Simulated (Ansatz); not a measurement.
Band table of Ge (diamond type)

```yaml
crystal:
  lattice:
    - [0.00000, 2.83795, 2.83795]
    - [2.83795, 0.00000, 2.83795]
    - [2.83795, 2.83795, 0.00000]
  atoms:
    - { symbol: Ge, position: [0.87500, 0.87500, 0.87500] }
    - { symbol: Ge, position: [0.12500, 0.12500, 0.12500] }
```

The cell comes from a relaxation on PAW files under the same functional.

Computed with Ansatz 0.2.0; functional PBEsol, scalar-relativistic. Settings: a Γ-centred 13×13×13 k mesh, Fermi–Dirac smearing of 0.05 eV, no spin polarisation. Methods: LAPW: all electrons, basis error target 1 meV/atom.

Path points, in fractions of the reciprocal vectors: Γ (0.000, 0.000, 0.000), X (0.500, 0.000, 0.500), U (0.625, 0.250, 0.625), K (0.375, 0.375, 0.750), L (0.500, 0.500, 0.500), W (0.500, 0.250, 0.750). The distance column jumps between branches of the path. Levels in eV from the Fermi level; bands 9 to 25, counted from the lowest band of the run. The gap is zero, the pressure 0.00 GPa.

```
# k(1/Å) point b9 b10 b11 b12 b13 b14 b15 b16 b17 b18 b19 b20 b21 b22 b23 b24 b25
0.000 Γ -24.82 -24.82 -24.82 -24.78 -24.78 -24.58 -24.58 -24.58 -24.56 -24.56 -12.74 -0.12 -0.02 -0.02 -0.02 2.51 2.51
0.158 - -24.82 -24.82 -24.82 -24.78 -24.77 -24.59 -24.57 -24.57 -24.57 -24.55 -12.66 -1.43 -0.38 -0.38 1.26 2.24 2.97
0.316 - -24.83 -24.82 -24.82 -24.77 -24.75 -24.62 -24.57 -24.56 -24.56 -24.55 -12.41 -2.78 -1.06 -1.06 1.69 2.39 3.96
0.474 - -24.83 -24.83 -24.83 -24.76 -24.73 -24.65 -24.59 -24.55 -24.55 -24.55 -12.00 -4.10 -1.74 -1.74 1.15 2.80 5.14
0.633 - -24.84 -24.84 -24.82 -24.74 -24.70 -24.68 -24.60 -24.56 -24.54 -24.54 -11.43 -5.39 -2.31 -2.31 0.75 2.34 6.38
0.791 - -24.85 -24.85 -24.81 -24.72 -24.71 -24.67 -24.62 -24.57 -24.53 -24.53 -10.72 -6.62 -2.73 -2.73 0.52 1.64 7.64
0.949 - -24.85 -24.85 -24.79 -24.74 -24.69 -24.65 -24.64 -24.59 -24.52 -24.52 -9.86 -7.80 -2.98 -2.98 0.48 1.05 8.79
1.107 X -24.85 -24.85 -24.77 -24.77 -24.67 -24.67 -24.61 -24.61 -24.52 -24.52 -8.88 -8.88 -3.07 -3.07 0.66 0.66 9.38
1.163 - -24.85 -24.85 -24.77 -24.76 -24.67 -24.67 -24.62 -24.61 -24.52 -24.52 -8.89 -8.87 -3.13 -3.06 0.67 0.76 9.28
1.219 - -24.85 -24.85 -24.77 -24.76 -24.67 -24.67 -24.62 -24.61 -24.52 -24.52 -8.91 -8.83 -3.30 -3.03 0.69 1.05 9.00
1.275 - -24.86 -24.85 -24.77 -24.75 -24.67 -24.67 -24.63 -24.61 -24.52 -24.52 -8.95 -8.77 -3.53 -2.99 0.73 1.49 8.65
1.331 - -24.86 -24.85 -24.77 -24.74 -24.67 -24.67 -24.64 -24.61 -24.52 -24.51 -9.01 -8.69 -3.78 -2.92 0.79 2.02 8.26
1.387 - -24.86 -24.85 -24.77 -24.73 -24.68 -24.67 -24.65 -24.61 -24.52 -24.51 -9.10 -8.58 -4.00 -2.84 0.87 2.63 7.86
1.442 - -24.87 -24.85 -24.76 -24.72 -24.68 -24.67 -24.66 -24.61 -24.52 -24.51 -9.21 -8.45 -4.20 -2.75 0.96 3.29 7.47
1.498 U -24.87 -24.85 -24.76 -24.71 -24.68 -24.67 -24.66 -24.61 -24.52 -24.51 -9.35 -8.30 -4.34 -2.63 1.06 3.99 7.08
2.176 K -24.87 -24.85 -24.76 -24.71 -24.68 -24.67 -24.66 -24.61 -24.52 -24.51 -9.35 -8.30 -4.34 -2.63 1.06 3.99 7.08
2.344 - -24.87 -24.85 -24.76 -24.70 -24.69 -24.67 -24.66 -24.61 -24.52 -24.51 -9.92 -7.69 -4.43 -2.21 1.43 6.01 6.06
2.512 - -24.86 -24.85 -24.77 -24.73 -24.71 -24.65 -24.63 -24.61 -24.52 -24.52 -10.63 -6.86 -4.07 -1.69 1.79 5.05 5.33
2.679 - -24.85 -24.85 -24.79 -24.75 -24.72 -24.63 -24.61 -24.60 -24.53 -24.53 -11.33 -5.83 -3.38 -1.15 1.95 4.15 4.38
2.847 - -24.84 -24.84 -24.80 -24.76 -24.74 -24.62 -24.60 -24.58 -24.55 -24.53 -11.92 -4.60 -2.45 -0.66 1.82 3.44 3.60
3.015 - -24.83 -24.83 -24.81 -24.77 -24.76 -24.60 -24.59 -24.56 -24.56 -24.54 -12.37 -3.18 -1.41 -0.29 1.52 2.92 3.02
3.183 - -24.82 -24.82 -24.82 -24.78 -24.77 -24.59 -24.58 -24.57 -24.56 -24.55 -12.65 -1.62 -0.45 -0.08 1.03 2.61 2.65
3.350 Γ -24.82 -24.82 -24.82 -24.78 -24.78 -24.58 -24.58 -24.58 -24.56 -24.56 -12.74 -0.12 -0.02 -0.02 -0.02 2.51 2.51
3.487 - -24.82 -24.82 -24.82 -24.78 -24.78 -24.58 -24.58 -24.58 -24.56 -24.56 -12.68 -1.37 -0.14 -0.14 0.80 2.67 2.67
3.624 - -24.83 -24.83 -24.81 -24.77 -24.77 -24.59 -24.59 -24.58 -24.55 -24.55 -12.49 -2.75 -0.43 -0.43 0.92 3.05 3.05
3.761 - -24.83 -24.83 -24.81 -24.76 -24.76 -24.60 -24.60 -24.58 -24.55 -24.55 -12.19 -4.10 -0.75 -0.75 0.70 3.44 3.44
3.898 - -24.84 -24.84 -24.81 -24.75 -24.75 -24.60 -24.60 -24.59 -24.54 -24.54 -11.79 -5.35 -1.03 -1.03 0.44 3.66 3.66
4.035 - -24.84 -24.84 -24.80 -24.74 -24.74 -24.61 -24.61 -24.59 -24.54 -24.54 -11.32 -6.44 -1.24 -1.24 0.24 3.72 3.72
4.172 - -24.84 -24.84 -24.80 -24.74 -24.74 -24.61 -24.61 -24.59 -24.54 -24.54 -10.87 -7.27 -1.37 -1.37 0.12 3.70 3.70
4.309 L -24.84 -24.84 -24.80 -24.74 -24.74 -24.61 -24.61 -24.60 -24.54 -24.54 -10.67 -7.60 -1.41 -1.41 0.07 3.68 3.68
4.421 - -24.85 -24.84 -24.80 -24.74 -24.74 -24.61 -24.61 -24.60 -24.53 -24.53 -10.62 -7.59 -1.91 -1.49 0.57 3.58 3.85
4.533 - -24.85 -24.84 -24.79 -24.73 -24.73 -24.62 -24.62 -24.61 -24.53 -24.52 -10.50 -7.58 -2.72 -1.72 1.34 3.39 4.37
4.645 - -24.86 -24.85 -24.78 -24.73 -24.72 -24.64 -24.63 -24.61 -24.53 -24.52 -10.29 -7.61 -3.45 -2.09 2.01 3.30 5.23
4.756 - -24.86 -24.85 -24.76 -24.72 -24.70 -24.66 -24.64 -24.62 -24.52 -24.51 -10.00 -7.72 -3.96 -2.55 2.57 3.38 6.05
4.868 - -24.87 -24.86 -24.75 -24.71 -24.69 -24.68 -24.65 -24.62 -24.52 -24.51 -9.65 -7.97 -4.20 -3.05 3.11 3.62 5.71
4.980 - -24.87 -24.86 -24.74 -24.71 -24.69 -24.67 -24.66 -24.63 -24.51 -24.51 -9.23 -8.34 -4.16 -3.52 3.67 4.00 4.99
5.092 W -24.86 -24.86 -24.73 -24.73 -24.68 -24.68 -24.65 -24.65 -24.51 -24.51 -8.79 -8.79 -3.91 -3.91 4.23 4.23 4.61
5.171 - -24.86 -24.86 -24.73 -24.73 -24.68 -24.68 -24.64 -24.64 -24.51 -24.51 -8.79 -8.79 -3.88 -3.88 3.59 3.59 5.29
5.250 - -24.86 -24.86 -24.73 -24.73 -24.67 -24.67 -24.64 -24.64 -24.51 -24.51 -8.80 -8.80 -3.78 -3.78 2.84 2.84 6.16
5.329 - -24.86 -24.86 -24.74 -24.74 -24.67 -24.67 -24.63 -24.63 -24.51 -24.51 -8.82 -8.82 -3.63 -3.63 2.16 2.16 7.05
5.408 - -24.86 -24.86 -24.75 -24.75 -24.67 -24.67 -24.63 -24.63 -24.52 -24.52 -8.85 -8.85 -3.45 -3.45 1.56 1.56 7.91
5.487 - -24.85 -24.85 -24.76 -24.76 -24.67 -24.67 -24.62 -24.62 -24.52 -24.52 -8.86 -8.86 -3.27 -3.27 1.09 1.09 8.67
5.566 - -24.85 -24.85 -24.76 -24.76 -24.67 -24.67 -24.62 -24.62 -24.52 -24.52 -8.88 -8.88 -3.13 -3.13 0.77 0.77 9.20
5.645 X -24.85 -24.85 -24.77 -24.77 -24.67 -24.67 -24.61 -24.61 -24.52 -24.52 -8.88 -8.88 -3.07 -3.07 0.66 0.66 9.38
```
